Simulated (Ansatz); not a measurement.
This log comes from Ansatz, run on SbAsSe₄ in the borrowed RbAlF4 type (No. 123). The starting cell comes from a relaxation with PBEsol.

The cell given to it:
```cif
data_structure
_symmetry_space_group_name_H-M 'P 1'
_symmetry_Int_Tables_number 1
_cell_length_a 4.6327
_cell_length_b 4.6327
_cell_length_c 8.5110
_cell_angle_alpha 90.000
_cell_angle_beta 90.000
_cell_angle_gamma 90.000
_cell_volume 182.66
loop_
_atom_site_label
_atom_site_type_symbol
_atom_site_fract_x
_atom_site_fract_y
_atom_site_fract_z
_atom_site_occupancy
Sb1 Sb 0.00000 0.00000 0.00000 1
As1 As 0.50000 0.50000 0.50000 1
Se1 Se 0.50000 0.50000 0.86054 1
Se2 Se 0.50000 0.50000 0.13946 1
Se3 Se 0.50000 0.00000 0.50000 1
Se4 Se 0.00000 0.50000 0.50000 1
```

The log, with set-up remarks and timings taken out:
```
Pseudopotential: Sb, paw, valence charge 15, recommended cutoff 500 eV (meta_gga)
Pseudopotential: As, paw, valence charge 15, recommended cutoff 500 eV (meta_gga)
Pseudopotential: Se, paw, valence charge 16, recommended cutoff 500 eV (meta_gga)
Functional definition: r2SCAN+rVV10
Crystal: 6 atoms, lattice volume = 182.661 Å³
Basis set: ecut = 500 eV, 4635 PW (Γ)
Bands: 57, of which v1, the nominal top of the filled ones, is band 47 counted from 1 (46 counted from 0)
Symmetry: 16 space group operations
Space group: P4/mmm (ITA 123)
k-points: 30 of 144
preconditioner: auto → LDOS  [metal: Δε(μ)=0.041 eV  σ=0.030 eV  ℏωp=16.0 eV  β→1.0]
rVV10 density: all electrons in the spheres
relax step 1: F+E_penalty+E_count = -33263.25264705 eV  max|allowed force component| = 1.300e-1 eV/Å  Δτ_max = 0.0000 Å  P = +0.730 GPa  Ω = 182.661 Å³
relax step 2: F+E_penalty+E_count = -33263.27110094 eV  max|allowed force component| = 4.296e-2 eV/Å  Δτ_max = 0.0300 Å  P = -0.006 GPa  Ω = 188.222 Å³
relax step 3: F+E_penalty+E_count = -33263.27504937 eV  max|allowed force component| = 3.199e-2 eV/Å  Δτ_max = 0.0278 Å  P = -0.153 GPa  Ω = 192.084 Å³
relax step 4: F+E_penalty+E_count = -33263.27502475 eV  max|allowed force component| = 1.069e-1 eV/Å  Δτ_max = 0.0068 Å  P = -0.138 GPa  Ω = 191.541 Å³  (rejected)
relax step 5: F+E_penalty+E_count = -33263.27547624 eV  max|allowed force component| = 8.632e-4 eV/Å  Δτ_max = 0.0021 Å  P = -0.081 GPa  Ω = 191.636 Å³
relax step 6: F+E_penalty+E_count = -33263.27566707 eV  max|allowed force component| = 6.696e-3 eV/Å  Δτ_max = 0.0030 Å  P = +0.009 GPa  Ω = 190.880 Å³
relax step 7: F+E_penalty+E_count = -33263.27611134 eV  max|allowed force component| = 6.742e-3 eV/Å  Δτ_max = 0.0000 Å  P = +0.011 GPa  Ω = 190.880 Å³  (SCF on a basis re-selected at this cell)
Free energy (F): -33263.276111 eV
Internal energy: -33263.261408 eV  (E = F + TS)
E sigma→0 (E₀):  -33263.268759 eV
Entropy (-TS):   -0.014704 eV (-2.451 meV/atom)
Fermi energy:    5.409558 eV
--- Per-component energies (eV) ---
  E_band       = -2316.993933
  E_kinetic    = 774.338039
  E_local      = -15757.154275
  E_nonlocal   = -2686.119235
  E_hartree    = 7689.202077
  E_xc         = -579.251523
  E_vxc        = -599.960136
  E_paw        = -14149.701301
  E_vpaw       = 540.316314
  E_vtau       = 33.181938
  E_ewald      = -8546.563894
  E_core_change = -8.010452
  E_smearing   = -0.014704
--- Forces (eV/Å), atoms counted from 1 ---
  atom   1  Sb      0.00000      0.00000      0.00000
  atom   2  As      0.00000      0.00000      0.00000
  atom   3  Se      0.00000      0.00000    -0.00674
  atom   4  Se      0.00000      0.00000      0.00674
  atom   5  Se      0.00000      0.00000      0.00000
  atom   6  Se      0.00000      0.00000      0.00000
--- Stress (GPa, compression-positive) ---
        0.006510       0.000000       0.000000
        0.000000       0.006510       0.000000
        0.000000       0.000000       0.021136
  P = ⅓ Tr σ = 0.0114 GPa (0.114 kbar)
--- Relaxed structure (6 steps of the walk, 5 accepted, 1 SCFs on fresh bases) ---
  F+E_penalty+E_count = -33263.27611134 eV   max|allowed force component| = 6.742e-3 eV/Å
  cell:  # Å, volume = 190.8804 Å³
    - [4.648143, 0.000000, 0.000000]
    - [0.000000, 4.648143, 0.000000]
    - [0.000000, 0.000000, 8.834915]
  atoms:
    - { symbol: Sb, position: [0.000000, 0.000000, 0.000000] }
    - { symbol: As, position: [0.500000, 0.500000, 0.500000] }
    - { symbol: Se, position: [0.500000, 0.500000, 0.866745] }
    - { symbol: Se, position: [0.500000, 0.500000, 0.133255] }
    - { symbol: Se, position: [0.500000, 0.000000, 0.500000] }
    - { symbol: Se, position: [0.000000, 0.500000, 0.500000] }
```

**Question.** Write the input file that gave this output.

**Answer.**
```yaml
crystal:
  # lattice and atoms as above
kpoints:
  mp_grid: { grid: [6, 6, 4] }
hamiltonian:
  xc: r2scan
  dispersion: rvv10
scf:
  occupations: { method: fermi_dirac, width: 0.03 }
relax:
  f_tol: 0.01
  cell: {}
  max_steps: 120
```
The relax steps with a changing cell volume need the relax block with cell. The term E_vtau belongs to a meta-GGA, which reads the kinetic-energy density. Not every key shows in the log; this is the file that was used.

Run as `ansatz run input.yaml --threads 2 --pin off --max-ram 2211MiB --backend cpu --events-out ev --progress --plain --runs-dir out`. Wall time 2.6 min on 2 threads of Arm Neoverse V2, with other jobs on the host; peak host memory 1.1 GiB.

Values at 0 K without nuclear motion; spin polarisation is off, and the phase may be a hypothetical one.
